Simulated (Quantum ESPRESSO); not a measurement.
Al3IrRe2AuGa, different elements on one site, starting from this cell

A calculation, not a measurement. The program is pw.x of Quantum ESPRESSO 7.5 (plane-wave density functional theory). The cell is made up: eight metal atoms on a face-centred cubic lattice, with elements, volume, strain and displacements drawn at random and not relaxed, so it may be unstable or far from any real phase. PseudoDojo standard norm-conserving files set the functional (PBE unless stated); there is no spin polarisation or spin-orbit coupling, the Fermi-Dirac width of 0.25 eV means electrons at about 2900 K, and the masses in the input are unused placeholders. Heavy elements are run without spin-orbit coupling, which real alloys of them have. A spin test at this wide smearing found no moment, but such smearing suppresses magnetism that the real alloy may have.

The runs put different elements on site 5. Cell, positions, cutoff, mesh and smearing stay as in the input of run 1; sites are counted in its order. Stress in the tables is positive in tension.

Input of run 1:

```
&control calculation='scf', pseudo_dir='./dojo.nc.sr.pbe.v0_5.standard.upf', outdir='./o', disk_io='medium', tprnfor=.true., tstress=.true. /
&system ibrav=0, nat=8, ntyp=5, nbnd=57, ecutwfc=79.96652505, nosym=.true., tot_charge=0,
 occupations='smearing', smearing='fd', degauss=0.0183746611
/
&electrons conv_thr=1.470e-08, electron_maxstep=70, mixing_beta=0.5 /
ATOMIC_SPECIES
Al 1.0 Al.upf
Au 1.0 Au.upf
Ga 1.0 Ga.upf
Ir 1.0 Ir.upf
Re 1.0 Re.upf
CELL_PARAMETERS angstrom
1.9776 3.9726 1.9969
-0.0315 4.0242 -4.0655
-4.0406 4.0288 -0.0269
ATOMIC_POSITIONS angstrom
Al -0.0838 -0.1059 -0.0153
Ir -1.977 1.8651 -0.0578
Re 0.0923 2.0134 -2.0651
Al -2.0225 3.8897 -1.9762
Au -0.2317 4.025 -0.039
Re -2.1107 6.0817 -0.0269
Ga 0.038 5.9348 -2.0767
Al -2.0393 8.1123 -2.0153
K_POINTS automatic
5 5 5 1 1 1
```

| run | elements on sites 1 to 8 | -TS (eV) | pressure (GPa) | stress xx (GPa) | stress yy (GPa) | stress zz (GPa) | stress yz (GPa) | stress xz (GPa) | stress xy (GPa) | iterations |
| --- | --- | --- | --- | --- | --- | --- | --- | --- | --- | --- |
| 1 | Al Ir Re Al Au Re Ga Al | -1.184 | -9.35 | 9.84 | 7.11 | 11.10 | -4.63 | 1.14 | -1.12 | 12 |
| 2 | Al Ir Re Al Sc Re Ga Al | -1.194 | -5.50 | 4.41 | 7.92 | 4.17 | -2.36 | 0.97 | -1.44 | 12 |
| 3 | Al Ir Re Al Li Re Ga Al | -1.179 | -13.65 | 13.73 | 11.91 | 15.31 | -3.60 | 1.29 | -0.94 | 11 |
| 4 | Al Ir Re Al Zr Re Ga Al | -1.161 | -2.78 | 1.17 | 6.86 | 0.30 | -2.23 | 0.68 | -1.68 | 12 |
| 5 | Al Ir Re Al Ir Re Ga Al | -1.329 | -14.86 | 15.08 | 12.46 | 17.04 | -4.60 | 0.76 | -1.32 | 12 |

Forces Fx Fy Fz (eV/Å):

| site | run 1 | run 2 | run 3 | run 4 | run 5 |
| --- | --- | --- | --- | --- | --- |
| 1 | 0.64 0.63 -0.18 | 0.89 0.67 0.05 | 0.59 0.75 -0.22 | 0.95 0.61 0.09 | 0.32 0.59 -0.43 |
| 2 | -0.30 -0.03 0.87 | -0.43 0.02 0.65 | -0.02 -0.05 0.10 | -0.54 0.05 0.94 | 0.02 0.25 0.56 |
| 3 | 0.70 0.00 0.79 | 0.77 0.11 0.57 | 0.64 0.06 1.09 | 0.74 0.08 0.36 | 0.39 0.02 1.10 |
| 4 | -0.31 0.22 0.11 | -0.86 0.13 -0.54 | -0.15 0.17 0.28 | -1.09 0.17 -0.79 | 0.07 0.30 0.49 |
| 5 | 0.79 -0.39 -0.34 | 1.74 -0.22 0.20 | 0.51 -0.07 0.08 | 2.11 -0.20 0.14 | 0.34 -0.18 -0.41 |
| 6 | -0.76 0.15 -0.98 | -0.96 -0.34 -1.21 | -0.73 -0.32 -1.20 | -0.92 -0.36 -1.08 | -0.37 -0.24 -0.95 |
| 7 | -0.69 0.12 0.03 | -0.58 0.17 0.02 | -0.70 0.01 0.11 | -0.57 0.26 -0.04 | -0.74 0.11 0.12 |
| 8 | -0.06 -0.70 -0.30 | -0.58 -0.54 0.26 | -0.12 -0.55 -0.24 | -0.68 -0.59 0.37 | -0.03 -0.85 -0.49 |

Energies are left out, as each element's file has its own zero. A rerun of one cell of this series at a higher cutoff and on a denser mesh moved values by no more than 0.003 eV in energy, 0.02 GPa in stress and 0.004 eV/Å in force, and a second program with other atomic files agreed on that cell to 2 % rms in force and 0.5 GPa in pressure.